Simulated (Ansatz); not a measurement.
CeTaN$_{3}$:
```xyz
5
Lattice="4.0360 0.0000 0.0000 0.0000 4.0360 0.0000 0.0000 0.0000 4.0360" Properties=species:S:1:pos:R:3 pbc="T T T"
Ce     0.0000     0.0000     0.0000
Ta     2.0180     2.0180     2.0180
N      2.0180     2.0180     0.0000
N      2.0180     0.0000     2.0180
N      0.0000     2.0180     2.0180
```

Relaxed with r²SCAN. Special points in fractions of this cell's reciprocal vectors: Γ (0.000, 0.000, 0.000); X (0.000, 0.500, 0.000); M (0.500, 0.500, 0.000); R (0.500, 0.500, 0.500).

List the band energies nearest the Fermi level at these points for r²SCAN in the plane-wave PAW code Ansatz.

In eV from the Fermi level; about four levels below and three above (degenerate sets whole), none deeper than 8.9 eV; points with the same levels are listed once.

```
k                                below           above
-  -----------------------------------  --------------
Γ  -2.98 -2.98 -2.98 -1.89 -1.89 -1.89  0.06 0.06 0.06
X              -3.12 -2.78 -0.38 -0.38  0.00 0.12 0.13
M              -1.90 -1.90 -1.37 -0.02  0.11 0.14 0.14
R  -4.81 -4.81 -4.81 -0.57 -0.57 -0.57  0.16 0.16 0.16
```

Space group Pm-3m (cubic perovskite). The start of the workflow was typed in or built on a structure type; neither database checked (COD, Materials Project) lists it. Whether it is the stable phase at ambient conditions was not checked. The cell was relaxed with r²SCAN under the symmetry of its start; its stability against distortions is not shown here. The workflow began spin-polarised and lost its moments. The 4f shell is in the valence. No Hubbard U is applied. A small band overlap can be real or an error of a semilocal functional. The Fermi level of a semimetal is unsure by some 0.05 eV on such meshes. Scalar-relativistic: spin–orbit coupling is off unless named, which matters more the heavier the elements.

Potentials: the later of the program's two PAW sets.
